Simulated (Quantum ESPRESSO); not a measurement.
```
CELL_PARAMETERS angstrom
      5.65032     0.00000     0.00000
     -2.82516     4.89332     0.00000
      0.00000     0.00000     8.26479
ATOMIC_POSITIONS crystal
  O  0.33333 0.66667 0.91434
  O  0.66667 0.33333 0.08566
  O  0.15751 0.31501 0.63584
  O  0.84250 0.68499 0.36416
  O  0.68499 0.84250 0.63584
  O  0.31501 0.15751 0.36416
  O  0.15751 0.84250 0.63584
  O  0.84250 0.15751 0.36416
  Al 0.00000 0.00000 0.50000
  Mo 0.33333 0.66667 0.70221
  Mo 0.66667 0.33333 0.29779
  Cs 0.00000 0.00000 0.00000
```

The geometry is that of Materials Project entry mp-505784, symmetrised and not relaxed again.

Task: What does norm-conserving PBEsol (Quantum ESPRESSO, 84 Ry, without SOC) give for the electronic structure near the Fermi level?

Result: The PBEsol gap is direct, 3.67 eV at Γ. Spin-orbit splittings are left out.
